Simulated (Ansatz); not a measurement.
## Equation of state of Pt₃Pb from a dense series

```xyz
4
Lattice="4.0580 0.0000 0.0000 0.0000 4.0580 0.0000 0.0000 0.0000 4.0580" Properties=species:S:1:pos:R:3 pbc="T T T"
Pt    0.0000    2.0290    2.0290
Pt    2.0290    0.0000    2.0290
Pt    2.0290    2.0290    0.0000
Pb    0.0000    0.0000    0.0000
```

Atoms are numbered in the order listed.

The cell comes from COD entry 1523554, which wasn't checked; take it as a given geometry.

No spin–orbit coupling, which matters for the heavy atoms here.

Theory: DFT, LDA, all-electron LAPW, scalar-relativistic in Ansatz 0.2.0.

Numerical set-up: a Γ-centred 9×9×9 k mesh, Fermi–Dirac smearing of 0.03 eV, basis error target 1 meV/atom, no spin polarisation.

The cell is scaled evenly. Fractional coordinates are held (clamped ions).

```csv
V (Å³/atom),P (GPa)
15.704,12.15
16.038,6.48
16.372,1.50
16.539,-0.75
16.706,-2.86
16.873,-4.84
17.040,-6.69
17.709,-12.94
```

Question: Fit a third-order Birch–Murnaghan curve to the pressures.

Answer: P = (3B0/2)(y^(7/2) − y^(5/2))[1 + (3/4)(B0′ − 4)(y − 1)] with y = (V0/V)^(2/3) fits within 0.01 GPa for V0 = 16.482 Å³/atom, B0 = 219.9 GPa and B0′ = 5.52.

Question: Predict the pressure at the withheld volume, 17.374 Å³/atom.

Answer: There y = 0.9655, so the fit gives -10.02 GPa; the run gave -10.03 GPa.
